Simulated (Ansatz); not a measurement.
Suppose VBi2Se6 takes space group Fm-3m (No. 225), with V on 4a; Bi on 8c; Se on 24e. The guess for VBi2Se6 was made by a generator: perovskite family, tilts a0a0a0, rock-salt order on the B sites (A site Bi; B site V vacant; X site Se).

All numbers below come from Ansatz 0.2.0, DFT PBE, scalar-relativistic, plane waves, PAW. Cutoff 420 eV, Γ-centred mesh, Gaussian smearing, collinear spin.

Energies over the elements count from the elements' standard structures at the same level, with no fitted energy shifts.

**Question.** Which cell and coordinates does it relax to?

**Answer.**

Space group Fm-3m (No. 225). a = 9.487 Å, b = 9.487 Å, c = 9.487 Å, α = 90.00°, β = 90.00°, γ = 90.00°
```csv
atom,site,symmetry,x,y,z
V,4a,m-3m,0.0000,0.0000,0.0000
Bi,8c,-43m,0.2500,0.7500,0.7500
Se,24e,4m.m,0.2567,0.0000,0.0000
```

V is surrounded by 6 Se at 2.44 Å; around Bi lie 12 Se at 3.35 Å; Se has 1 V at 2.44 Å, 8 Se at 3.26–3.44 Å and 4 Bi at 3.35 Å. Another local minimum with the same sites may exist.

**Question.** Where does its energy lie, and is it a metal?

**Answer.** The formation energy is +0.03 eV/atom and the gap on the 8×8×8 mesh of the 9-atom cell is 0 eV (a metal). The net moment per atom is 0.05 μB and the moment by site is V 0.6 μB. The formation energy is too near zero to say whether this cell lies below the elements.

The last run used collinear spin and Gaussian smearing of 0.10 eV. The k mesh leaves some 4 meV/atom of noise in the energy of each metallic cell. Spin–orbit coupling, which can matter for Bi, is left out. No Hubbard U is applied to the 3d shell of V. The reference form of Se is held partly by dispersion forces, which this level lacks. Another magnetic order may lie lower. A structure relaxed within its symmetry needn't be a true minimum. Site moments count only spheres around the atoms; the net moment includes the space between them.
